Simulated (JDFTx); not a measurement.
An input for JDFTx (a modified build) (V(100), CANDLE, water, 1 M KCl; bohr, hartree) and the course of its log:

```
lattice \
  5.6359191941 0.0000000000 0.0000000000 \
  0.0000000000 5.6359191941 0.0000000000 \
  0.0000000000 0.0000000000 41.5739747418
coords-type Lattice
ion V 0.0000000000 0.0000000000 -0.1355636360 0
ion V 0.5000000000 0.5000000000 -0.0677818180 0
ion V 0.0000000000 0.0000000000 0.0000000000 0
ion V 0.5000000000 0.5000000000 0.0677818180 0
ion V 0.0000000000 0.0000000000 0.1355636360 0
ion-species pseudo/v_pbe_v1.4.upf
elec-cutoff 20 100
elec-ex-corr gga-PBE
coulomb-interaction Slab 001
coulomb-truncation-embed 0 0 0
kpoint-folding 8 8 1
elec-smearing Fermi 0.01
elec-n-bands 45
electronic-scf nIterations 100 energyDiffThreshold 1e-08
fluid LinearPCM
pcm-variant CANDLE
fluid-solvent H2O
fluid-cation K+ 1
fluid-anion Cl- 1
fluid-minimize nIterations 400 knormThreshold 1e-11
wavefunction read vac.wfns
elec-initial-eigenvals vac.eigenvals
dump-name f0.$VAR
dump End State Ecomponents EigStats BandEigs Forces ElecDensity IonicPositions Fillings Kpoints Dtot FluidDebug BoundCharge FluidDensity
```

```
[one cycle in 5 is shown, and the last three; fluid-solver lines are left out]
	FillingsUpdate:  mu: -0.129566130  nElectrons: 65.000000
SCF: Cycle:  0   F: -358.559093695166439   dF: +3.370e-04   |Residual|: 4.451e-03   |deigs|: 3.920e-05
	FillingsUpdate:  mu: -0.125996122  nElectrons: 65.000000
SCF: Cycle:  5   F: -358.559479755732696   dF: -2.909e-05   |Residual|: 8.189e-04   |deigs|: 8.974e-04
	FillingsUpdate:  mu: -0.123943010  nElectrons: 65.000000
SCF: Cycle: 10   F: -358.559491853732027   dF: -2.231e-07   |Residual|: 1.325e-04   |deigs|: 5.085e-05
	FillingsUpdate:  mu: -0.124049516  nElectrons: 65.000000
SCF: Cycle: 15   F: -358.559492044948058   dF: -2.077e-07   |Residual|: 8.182e-05   |deigs|: 5.644e-06
	FillingsUpdate:  mu: -0.124064490  nElectrons: 65.000000
SCF: Cycle: 20   F: -358.559492104416904   dF: +4.558e-09   |Residual|: 4.090e-05   |deigs|: 4.996e-06
	FillingsUpdate:  mu: -0.124063689  nElectrons: 65.000000
SCF: Cycle: 25   F: -358.559492109291909   dF: +1.189e-09   |Residual|: 2.248e-05   |deigs|: 1.645e-06
	FillingsUpdate:  mu: -0.124056683  nElectrons: 65.000000
SCF: Cycle: 30   F: -358.559492102069157   dF: +7.420e-09   |Residual|: 2.698e-05   |deigs|: 2.015e-05
	FillingsUpdate:  mu: -0.124055516  nElectrons: 65.000000
SCF: Cycle: 35   F: -358.559492109656730   dF: -1.121e-08   |Residual|: 2.960e-05   |deigs|: 2.344e-05
	FillingsUpdate:  mu: -0.124076405  nElectrons: 65.000000
SCF: Cycle: 40   F: -358.559492026267151   dF: +7.841e-08   |Residual|: 6.916e-05   |deigs|: 1.989e-05
	FillingsUpdate:  mu: -0.124067769  nElectrons: 65.000000
SCF: Cycle: 45   F: -358.559492067989027   dF: -9.355e-09   |Residual|: 7.385e-05   |deigs|: 3.503e-05
	FillingsUpdate:  mu: -0.124077927  nElectrons: 65.000000
SCF: Cycle: 50   F: -358.559492106739413   dF: -2.251e-08   |Residual|: 2.447e-05   |deigs|: 2.488e-05
	FillingsUpdate:  mu: -0.124066543  nElectrons: 65.000000
SCF: Cycle: 55   F: -358.559492110635915   dF: -7.792e-08   |Residual|: 9.180e-06   |deigs|: 2.861e-05
	FillingsUpdate:  mu: -0.124077187  nElectrons: 65.000000
SCF: Cycle: 60   F: -358.559492101025057   dF: -1.175e-08   |Residual|: 3.145e-05   |deigs|: 2.428e-05
	FillingsUpdate:  mu: -0.124030771  nElectrons: 65.000000
SCF: Cycle: 65   F: -358.559492016933007   dF: +7.924e-08   |Residual|: 6.124e-05   |deigs|: 4.988e-05
	FillingsUpdate:  mu: -0.124067635  nElectrons: 65.000000
SCF: Cycle: 70   F: -358.559492099086754   dF: -7.704e-08   |Residual|: 4.292e-05   |deigs|: 3.906e-05
	FillingsUpdate:  mu: -0.124028798  nElectrons: 65.000000
SCF: Cycle: 75   F: -358.559492041398414   dF: +4.858e-08   |Residual|: 4.283e-05   |deigs|: 5.053e-05
	FillingsUpdate:  mu: -0.124054544  nElectrons: 65.000000
SCF: Cycle: 80   F: -358.559492086254124   dF: +2.424e-08   |Residual|: 5.570e-05   |deigs|: 1.272e-05
	FillingsUpdate:  mu: -0.124068024  nElectrons: 65.000000
SCF: Cycle: 85   F: -358.559492109769678   dF: -9.309e-08   |Residual|: 1.992e-05   |deigs|: 2.029e-05
	FillingsUpdate:  mu: -0.124081026  nElectrons: 65.000000
SCF: Cycle: 90   F: -358.559492097744680   dF: -1.856e-08   |Residual|: 3.324e-05   |deigs|: 2.879e-05
	FillingsUpdate:  mu: -0.124057646  nElectrons: 65.000000
SCF: Cycle: 95   F: -358.559492104755236   dF: -3.239e-08   |Residual|: 3.904e-05   |deigs|: 1.746e-05
	FillingsUpdate:  mu: -0.124067367  nElectrons: 65.000000
SCF: Cycle: 97   F: -358.559492109609437   dF: -9.117e-08   |Residual|: 1.668e-05   |deigs|: 1.180e-05
	FillingsUpdate:  mu: -0.124054711  nElectrons: 65.000000
SCF: Cycle: 98   F: -358.559492090161996   dF: +1.945e-08   |Residual|: 5.281e-05   |deigs|: 1.373e-05
	FillingsUpdate:  mu: -0.124108781  nElectrons: 65.000000
SCF: Cycle: 99   F: -358.559491749688846   dF: +3.405e-07   |Residual|: 1.490e-04   |deigs|: 5.777e-05
SCF: None of the convergence criteria satisfied after 100 iterations.
IonicMinimize: Iter:   0  F: -358.559491749688846  |grad|_K:  0.000e+00
IonicMinimize: Converged (|grad|_K<1.000000e-04).
```

This run gave no converged result. The loop ran out of cycles short of its threshold. It has stalled and not diverged: the last ten energies span 4e-07 Ha, so the total is near its end, but levels, forces and charges aren't shown converged.
